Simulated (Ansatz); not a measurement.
## Au: frozen-core PAW against all-electron methods

```
Au
1.0
     2.90000    0.00000    0.00000
    -1.45000    2.51147    0.00000
     0.00000    0.00000    4.97760
Au
2
Direct
  0.33333 0.66667 0.75000
  0.66667 0.33333 0.25000
```

Atoms are numbered in the order listed.

The cell comes from COD entry 1545302, which wasn't checked; take it as a given geometry. The listed cell was then made from it by scaling, straining or moving an atom.

No spin–orbit coupling, which matters for the heavy atoms here.

All numbers are computed: DFT, PBEsol, PAW with Ansatz's default frozen-core files, scalar-relativistic (Ansatz 0.2.0); DFT, PBEsol, all-electron PAW with datasets made for the crystal, scalar-relativistic (Ansatz 0.2.0); DFT, PBEsol, all-electron LAPW, scalar-relativistic (Ansatz 0.2.0).

For PAW: a Γ-centred 14×14×8 k mesh, Fermi–Dirac smearing of 0.03 eV, cutoff 420 eV, no spin polarisation; the PAW files were made with PBE, and the program remakes their frozen cores for this functional. The crystal-made all-electron datasets (AE datasets) take a cutoff of 260 eV at this cell. LAPW targets a basis error of 0.5 meV/atom. The Ansatz runs share mesh, smearing and spin set-up. Plane-wave (PAW) pressures include the program's estimate of the Pulay term.

Stress and pressure are positive in compression.

No spin–orbit coupling: at heavy atoms the gradients can be off by tens of per cent for that reason.

In a metal, gradients converge slowly with the k mesh: the values move by tens of per cent from one mesh to another, at times in sign, so only the comparison on one mesh counts.

| quantity | PAW | AE datasets | LAPW |
| --- | --- | --- | --- |
| pressure (GPa) | -8.58 | -8.60 | -8.60 |
| stress xx (GPa) | -8.52 | -8.54 | -8.54 |
| stress zz (GPa) | -8.71 | -8.73 | -8.73 |
| field gradient Vzz at Au1 (10²¹ V/m²) | ? | ? | – |

Question: Fill in "PAW" for the row "field gradient Vzz at Au1 (10²¹ V/m²)".

Answer: 0.50.

Question: What belongs in the row "field gradient Vzz at Au1 (10²¹ V/m²)", column "AE datasets"?

Answer: 0.58.
